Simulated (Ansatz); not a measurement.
Fitting the PBE energy curve of LiY3

Symmetry: Pm-3m, No. 221, cubic system. The conventional cell has a = 4.920 Å, b = 4.920 Å, c = 4.920 Å, α = 90.00°, β = 90.00°, γ = 90.00°. Around Y (site symmetry 4/mmm) lie 8 Y at 3.48 Å and 4 Li at 3.48 Å. Li (site symmetry m-3m) is surrounded by 12 Y at 3.48 Å.

The cell comes from a database or a generator and needn't be the stable form of this composition.

The cell was scaled at fixed shape and fractions and run with Ansatz, Ansatz PAW, cutoff 420 eV; PBE, k mesh 6 × 6 × 6 on the cell of 4 atoms, fermi-dirac occupations of 0.05 eV, no spin polarisation, no spin-orbit coupling. Energies are those that the program minimises, any entropy of the smearing included. For a metal such a mesh isn't converged to the digits shown.

| V (Å³/atom) | energy over the lowest row (meV/atom) |
| --- | --- |
| 27.9824 | 11.809 |
| 28.5778 | ? |
| 29.1732 | 1.310 |
| 29.7686 | 0.000 |
| 30.3639 | 1.032 |
| 30.9593 | 4.215 |
| 31.5547 | 9.375 |

Q: Fit the third-order Birch-Murnaghan form, give V0, B0 and B′, and predict the energy left open.

A: With y = (V0/V)^(2/3), E = E0 + (9 V0 B0/16) [(y - 1)³ B′ + (y - 1)² (6 - 4y)]. Least squares through the rows shown give V0 = 29.7955 Å³/atom, E0 = -0.002 meV, B0 = 31.40 GPa (1 eV/Å³ = 160.218 GPa) and B′ = 3.26, with a largest miss of 0.001 meV. At V = 28.5778 the form with these constants gives 5.171 meV; the run gave 5.170 meV an atom.
